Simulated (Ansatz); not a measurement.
input.yaml (Ansatz)

```yaml
crystal:
  lattice:
    - [2.4904132376, 0.0, 0.0]
    - [0.0, 2.4904132376, 0.0]
    - [0.0, 0.0, 2.4904132376]
  atoms:
    - { symbol: Ru, position: [0.0, 0.0, 0.0], spin: 1.0 }
hamiltonian:
  xc: r2scan
  pseudopotentials:
    kind: paw
    azcp:
      Ru: "pseudopotentials/Ru.paw.azcp"
basis:
  ecutwfc: 500
  fft_grid_basis: typed
kpoints:
  mp_grid: { grid: [21, 21, 21], shift: [0, 0, 0] }
magnetization:
  spin_polarized: true
scf:
  occupations: { method: fermi_dirac, width: 0.05 }
```

and its output:

```
Engine: ansatz 0.2.0, aarch64-unknown-linux-gnu
Pseudopotentials: kind: paw
Pseudopotential: Ru, paw, valence charge 16, recommended cutoff 500 eV (meta_gga) 
Functional definition: r2SCAN
  parameter k0 = 0.174
  parameter k1 = 0.065
  parameter a1 = 4.9479
  exchange = r2scan_x(k0 = k0, k1 = k1, a1 = a1)
  correlation = r2scan_c
Crystal: 1 atoms, lattice volume = 15.446 Å³
Basis set: ecut = 500 eV, 389 PW (Γ), exchange–correlation on 80×80×80 points (64 copies of the dense FFT grid, shifted against one another)
Bands: 13, of which v1, the nominal top of the filled ones, is band 8 counted from 1 (7 counted from 0)
Symmetry: 48 space group operations
Space group: Pm-3m (ITA 221), of the structure as read, at distance tolerance 2.5e-5 Å
Magnetic group: BNS 221.92 (UNI 1594), of the structure as read, at distance tolerance 2.5e-5 Å
k-points: 286 of 9261
Non-local potential: Ru, projectors of the file, l = 0: 3, l = 1: 2, l = 2: 2, l = 3: 1
PAW form: soft (Blöchl's): semilocal exchange-correlation on the pseudo side does not see the compensation charge
PAW frozen core: Ru, regenerated for the run's functional (the file was generated under x = pbe(κ = 0.804, μ = 0.2195149727645171), c = pbe(β = 0.06672455060314922))
PAW one-centre angular grid: Ru, 590 points (default); XC on 160 Gauss nodes
Initial density: superposition of atomic densities (chi_scale 0.1, normalization cell)
Starting moments: Σ|m| = 1 μB on 1 of 1 site
Initial wavefunctions: pseudopotential atomic-orbital guess
Functional: x = r2scan, c = r2scan; τ floored in thin density (d = 2e-4 eV/Å³)
SCF iter   1: F=—  HF=-5890.046584 eV  |F-HF|=—  |Δ(HF+E_count)|=         —  Δρ=4.72e-2 (↑4.72e-2 ↓4.17e-2)  dr2=1.12e0  dr2_τ=9.77e-3  dr2_m=2.48e-2  M=0.717 μB ∫|m|=0.722 μB  β_m=1.00  ethr=3.10e-3  ⟨swp⟩=6.0  Hψ=42445  notcnv=0
Mixer restart at iter 1: flushing history
SCF iter   2: F=—  HF=-5889.591216 eV  |F-HF|=—  |Δ(HF+E_count)|=   4.55e-1  Δρ=2.68e-2 (↑2.53e-2 ↓2.68e-2)  dr2=4.12e-1  dr2_τ=4.09e-3  dr2_m=1.07e-3  M=0.663 μB ∫|m|=0.688 μB  β_m=0.47  ethr=3.10e-3  ⟨swp⟩=2.0  Hψ=14521  notcnv=0  defer=200  κ⁻¹=1.0e0(r=1)
SCF iter   3: F=—  HF=-5889.471463 eV  |F-HF|=—  |Δ(HF+E_count)|=   1.20e-1  Δρ=8.81e-3 (↑8.81e-3 ↓8.01e-3)  dr2=1.49e-2  dr2_τ=3.28e-4  dr2_m=4.27e-3  M=0.583 μB ∫|m|=0.630 μB  β_m=1.00  ethr=2.58e-3  ⟨swp⟩=2.8  Hψ=13679  notcnv=0  defer=200  κ⁻¹=4.0e-2(r=2)
SCF iter   4: F=—  HF=-5889.527611 eV  |F-HF|=—  |Δ(HF+E_count)|=         —  Δρ=1.43e-2 (↑1.43e-2 ↓1.43e-2)  dr2=2.61e-3  dr2_τ=3.02e-3  dr2_m=2.70e-2  M=0.370 μB ∫|m|=0.403 μB  β_m=0.86  ethr=9.30e-5  ⟨swp⟩=2.7  Hψ=15613  notcnv=0  defer=189
...
SCF 1 converged in 25 iterations: F = -5889.542646 eV  dr2 = 1.19e-12
...
iter 21 did not close the SCF: its close was put off for a magnetic moment that had not settled (scf_convergence_deferred on its scf_iter line)
SCF iter  21: F=-5889.542646 eV  HF=-5889.542646 eV  |F-HF|=9.88e-8  |Δ(HF+E_count)|=   2.74e-7  Δρ=3.24e-6 (↑3.08e-6 ↓3.24e-6)  dr2=1.61e-10  dr2_τ=1.51e-10  dr2_m=1.29e-9  M=0.001 μB ∫|m|=0.001 μB  β_m=1.20  ethr=1.27e-11  ⟨swp⟩=1.0  Hψ=26543  notcnv=0  κ⁻¹=7.6e-8(r=8)
iter 22 did not close the SCF: its close was put off for a magnetic moment that had not settled (scf_convergence_deferred on its scf_iter line)
SCF iter  22: F=-5889.542646 eV  HF=-5889.542646 eV  |F-HF|=1.98e-9  |Δ(HF+E_count)|=   1.17e-7  Δρ=3.16e-6 (↑3.01e-6 ↓3.16e-6)  dr2=1.98e-11  dr2_τ=1.50e-10  dr2_m=1.33e-9  M=0.000 μB ∫|m|=0.000 μB  β_m=0.96  ethr=1.01e-12  ⟨swp⟩=1.0  Hψ=26383  notcnv=0  κ⁻¹=1.0e-7(r=8)
SCF iter  23: F=-5889.542646 eV  HF=-5889.542646 eV  |F-HF|=4.55e-11  |Δ(HF+E_count)|=   3.67e-9  Δρ=1.12e-7 (↑1.12e-7 ↓1.07e-7)  dr2=2.08e-12  dr2_τ=9.61e-14  dr2_m=1.57e-13  M=0.000 μB ∫|m|=0.000 μB  ethr=1.00e-12  ⟨swp⟩=1.0  Hψ=26100  notcnv=0
SCF 2 converged in 23 iterations: F = -5889.542646 eV  dr2 = 2.08e-12
WARN: the starting moments were not kept: the SCF closed with an absolute magnetisation of 1.2e-6 μB, where they sum to 1 μB in size (1 site). That is at most 0.1 of that sum. Measured as dr2_m measures the in/out step, that magnetisation stands 6.2e-13 eV from none, at or under the dr2_threshold of 1.0e-7 eV: it is no larger than a step whose dr2_m would equal this threshold. The system may hold no moment; this SCF shows only that its start led to no more than that. To try another start: raise the starting moments (crystal.atoms[].spin, magnetization.per_species, magnetization.initial_magnetization, or on a non-collinear deck that types none of these the spinor_matrix: blocks that start its atoms; where the total moment is fixed, keep their sum and leave initial_magnetization as it is; typed ones take the place of any that the run laid by itself, positive ones on a crystal's lanthanoids without a Hubbard term where scf.initial_density.shell_occupations: [] is typed) or, if the notice of its spin-set hold's release reads "site moments contracting" or "site moments show no strong build", lengthen the hold (scf.mixing.spin_hold: { on: { confirm: 4 } }; for m-r²SCAN on two components see the key's manual first). Each may lead to a state that holds a moment. A second SCF, from the converged charge density, with the starting moments and any scf.initial_density.shell_occupations laid on it anew, would have followed, and was not run: the deck does not ask for one (magnetization.retry_lost_moments is false, the default). To let it run, set magnetization.retry_lost_moments: true and run the deck again, where that key's refused combinations let it; where memory then withholds it, that run's warning says so.
this state was not tested for a lower state beside it, because the mixer in use, unlike msr1, does not test its closes by its own steps (another_mixer; see scf.mixing.algorithm and scf.lower_state_search)
SCF converged after 25 iterations
Magnetization: -0.0000 μB (8.0000 up, 8.0000 down)
Absolute magnetization: 0.0000 μB (∫|ρ↑−ρ↓|, with the PAW one-centre terms)
Spin contamination: 0.0000 ħ² per cell (⟨S²⟩ above its minimum at these occupations)
Per-site moments (μB) at R_I (Å): [(-1.0402282342404855e-6, 1.02729546051)]
Free energy (F): -5889.542646 eV
Harris-Foulkes:  -5889.542646 eV  (|F-HF|=0.00e0)
Internal energy: -5889.530477 eV  (E = F + TS)
E sigma→0 (E₀):  -5889.536562 eV
Entropy (-TS):   -0.012169 eV (-12.169 meV/atom)
Fermi energy:    20.226003 eV
--- Per-component energies (eV) ---
  E_band       = -116.945446
  E_kinetic    = 516.255637
  E_local      = -1473.822614  (includes V_loc(G=0)·N_el)
  E_nonlocal   = 345.754495
  E_hartree    = 486.171341
  E_xc         = -183.477029
  E_vxc        = -265.709757  (∫ρ·V_xc dr)
  E_paw        = -3480.217831  (= ΣΔE_a)
  E_vpaw       = -230.513215  (= ΣTr[D̂ρ^β])
  E_aug_tail   = 0.000098  (compensation charges beyond the density's cutoff)
  E_vtau       = 18.747181  (kinetic-family band-sum trace: ∫τ·v_τ [+ j·A + Jᵃ·Aᵃ] dr)
  E_ewald      = -2099.883619
  E_core_change = -0.310956  (= ΣΔE_core)
  E_smearing   = -0.012169  (= −TS)
  E_closure    = 0.000000  (closes the sum)
  Σ components = -5889.542646   (vs F -5889.542646, Δ=0.00e0)
```
